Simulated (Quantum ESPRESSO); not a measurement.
```cif
data_HAlBaSi
_chemical_formula_sum 'H1 Al1 Si1 Ba1'
_space_group_name_H-M_alt 'P3m1'
_space_group_IT_number 156
_space_group_name_Hall 'P 3 -2"'
_cell_length_a 4.29914
_cell_length_b 4.29914
_cell_length_c 5.06195
_cell_angle_alpha 90.000
_cell_angle_beta 90.000
_cell_angle_gamma 120.000
loop_
_atom_site_label
_atom_site_type_symbol
_atom_site_symmetry_multiplicity
_atom_site_Wyckoff_symbol
_atom_site_fract_x
_atom_site_fract_y
_atom_site_fract_z
_atom_site_occupancy
H1 H 1 a 0.00000 0.00000 0.12456 1
Al1 Al 1 a 0.00000 0.00000 0.46935 1
Si1 Si 1 c 0.66667 0.33333 0.54409 1
Ba1 Ba 1 b 0.33333 0.66667 0.00491 1
```

Cell and atoms were relaxed with PBEsol from Materials Project entry mp-571093, within its symmetry.

What does PBEsol (Quantum ESPRESSO, PseudoDojo norm-conserving, 72 Ry, with spin-orbit coupling) give for the electronic structure near the Fermi level?

The PBEsol gap is 0.61 eV; at least one edge lies off the plotted path, at a point of the SCF mesh. The smallest direct gap is 1.17 eV. 

The structure is a Materials Project entry; no match was found in the copy of COD used, and its stability was not checked.
